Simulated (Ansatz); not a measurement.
Ni (fcc, Cu type)

```xyz
1
Lattice="0.0000 1.7391 1.7391 1.7391 0.0000 1.7391 1.7391 1.7391 0.0000" Properties=species:S:1:pos:R:3 pbc="T T T"
Ni     0.0000     0.0000     0.0000
```

Grid over V/V₀ and (c/a)/(c/a)₀, subscript 0 meaning the relaxed cell; the conventional c axis lies along z; no internal relaxation.

All values below come from r2SCAN (plane waves to 500 eV, PAW, scalar-relativistic; Ansatz, a quantum-chemistry and plane-wave program). k mesh 23×23×23 (Γ-centred), Fermi-Dirac smearing 0.05 eV. Compression counts positive. With partly filled bands, the response to shear is sensitive to the k mesh, so small differences along c/a are uncertain. Ni was relaxed with its symmetry unable to fall. Relaxed Ni ends ferromagnetic. The magnetic order is the one the run started from; other orders were not tried.

At one point of the scan the stress tensor (GPa) is:

```
   -3.1      0.0      0.0
    0.0     -3.1      0.0
    0.0      0.0      8.7
```

**Question.** Which point is it?
A) V/V₀ = 0.947, (c/a)/(c/a)₀ = 0.960
B) V/V₀ = 0.920, (c/a)/(c/a)₀ = 0.880
C) V/V₀ = 1.000, (c/a)/(c/a)₀ = 0.920
D) V/V₀ = 1.000, (c/a)/(c/a)₀ = 0.880

**Answer.** D, V/V₀ = 1.000, (c/a)/(c/a)₀ = 0.880

(A scan under strain: stresses follow from slopes of the energy per volume, elastic moduli from its curvatures.)
